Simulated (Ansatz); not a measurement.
Hf2Cu, DFT, PBEsol, PAW with Ansatz's default frozen-core files, scalar-relativistic (Ansatz 0.2.0), run on 1 thread of Arm Neoverse V1 on a shared host.

The cell comes from COD entry 1524980, which wasn't checked; take it as a given geometry.

Command: `ansatz run input.yaml --threads 1 --pin off --max-ram 4096MiB --backend cpu --events-out ev --progress --plain --runs-dir out`

```yaml
crystal:
  lattice:
    - [-1.58475, 1.58475, 5.56665]
    - [1.58475, -1.58475, 5.56665]
    - [1.58475, 1.58475, -5.56665]
  atoms:
    - { symbol: Hf, position: [0.34, 0.34, 0.0] }
    - { symbol: Hf, position: [0.66, 0.66, 0.0] }
    - { symbol: Cu, position: [0.0, 0.0, 0.0] }
kpoints:
  mp_grid: { grid: [16, 16, 16] }
  band_path:
    path:
      - [0.0, 0.0, 0.0]
      - [0.0, 0.0, 0.5]
      - [0.25, 0.25, 0.25]
      - [0.0, 0.5, 0.0]
      - [0.0, 0.0, 0.0]
      - [0.5, 0.5, -0.5]
      - [0.2702615981, 0.7297384019, -0.2702615981]
      - [-0.2702615981, 0.2702615981, 0.2702615981]
      - [0.0, 0.0, 0.0]
    npoints: 14
scf:
  occupations: { method: fermi_dirac, width: 0.03 }
hamiltonian:
  xc: pbesol
  pseudopotentials: { kind: paw }
output:
  forces: true
  stress: true
  eigenvalues: true
  efg: { contact_densities: true }
  populations: true
  bader: true
  dos: { projected: true, de: 0.2, e_range: [-14, 8] }
  write_density: true
  write_potential: true
  elf: true
  volumetric_format: npy
```

Problem. How large is the problem that the program sets up?

Solution. 349 irreducible k-points, 1087 plane waves at Γ, 43 bands.

Problem. Estimate the wall time and the peak memory.

Solution. 110 s of wall time for 8 SCF iterations, with a peak of 0.84 GiB. Times on shared machines scatter by tens of per cent.

Problem. And the same cell and mesh by full-potential LAPW, asked for forces, stress, eigenvalues, fatbands, populations, dos and the same band path, on the same hardware?

Solution. 7.2 min, peak memory 2.2 GiB.

Problem. And the same cell and mesh by crystal-made all-electron datasets, asked for forces, stress, eigenvalues, efg and the same band path, on the same hardware?

Solution. 3.9 min, peak memory 2.4 GiB.
